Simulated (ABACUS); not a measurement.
## A series of runs on SiNi2 (P6_3/mmc, 6 atoms in the cell; from Materials Project mp-507)

```
SiNi2
1.0
    3.87261     0.00000     0.00000
   -1.93630     3.35378     0.00000
    0.00000     0.00000     4.91621
Si Ni
2 4
Cartesian
  1.93631   1.11793   1.22905
  0.00000   2.23585   3.68716
  0.00000   2.23585   1.22905
  1.93631   1.11793   3.68716
  0.00000   0.00000   2.45811
  0.00000   0.00000   0.00000
```

Base run A: ABACUS with PBEsol, numerical atomic orbitals DZP (confined pseudo-atomic orbitals; energy shift 0.01 Ry), PseudoDojo 0.4 standard norm-conserving PBEsol (tails mended) pseudopotentials, self-consistent single point.

Its settings: basis = DZP numerical atomic orbitals, energy shift 0.01 Ry; KPT = Gamma 8 8 6 0 0 0; basis_type = lcao; dft_functional = PBESOL; ecutwfc = 100 Ry; smearing_method = mv; smearing_sigma = 0.00734986 Ry; potentials = PseudoDojo 0.4 standard norm-conserving PBEsol (tails mended); symmetry = 1; symmetry_prec = 1e-05; ks_solver = scalapack_gvx; scf_nmax = 100; scf_thr = 1.0e-07; mixing_type = pulay.

The atom-centred basis is finite, which shifts total energies and pressures against plane waves. The run has no spin polarisation, so moments on Ni cannot form. The structure comes from a collection of computed structures, made at another level of theory; the collection holds predicted forms beside known ones. No clean gap shows at this smearing width and mesh (spacing up to 0.23 Å⁻¹); the mesh is coarse for partly filled bands, so the values carry mesh errors.

ΔF is the free energy per atom less that of run A. 

Runs:
- B: lattice scaled by 0.97
- C: lattice scaled by 0.97; ecutwfc: 100 Ry → 60 Ry
- D: lattice scaled by 0.985
- E: lattice scaled by 0.985; ecutwfc: 100 Ry → 60 Ry
- F: lattice scaled by 1.015
- G: lattice scaled by 1.015; ecutwfc: 100 Ry → 60 Ry
- H: lattice scaled by 1.03
- I: lattice scaled by 1.03; ecutwfc: 100 Ry → 60 Ry
- J: ecutwfc: 100 Ry → 60 Ry

```csv
run,ΔF (meV/atom),pressure (GPa)
A,0.00,-2.88
B,52.1,22.79
C,52.2,22.82
D,8.0,8.64
E,8.1,8.66
F,23.6,-12.28
G,23.9,-12.19
H,74.0,-19.69
I,73.8,-19.64
J,0.12,-2.93
```

Run D against A: The free energy rises by 8.0 meV/atom and the pressure goes from -2.88 to 8.64 GPa.

Run F against A: The free energy rises by 23.6 meV/atom and the pressure goes from -2.88 to -12.28 GPa.

Run I against A: The free energy rises by 73.8 meV/atom and the pressure goes from -2.88 to -19.64 GPa.

Small differences between rows can be mesh errors.

The atomic orbitals were generated for these runs; they are not ABACUS's published sets and were checked against plane waves on a few crystals only.

“Tails mended”: in these copies of the files the far tail of each local potential was reset to the Coulomb form.
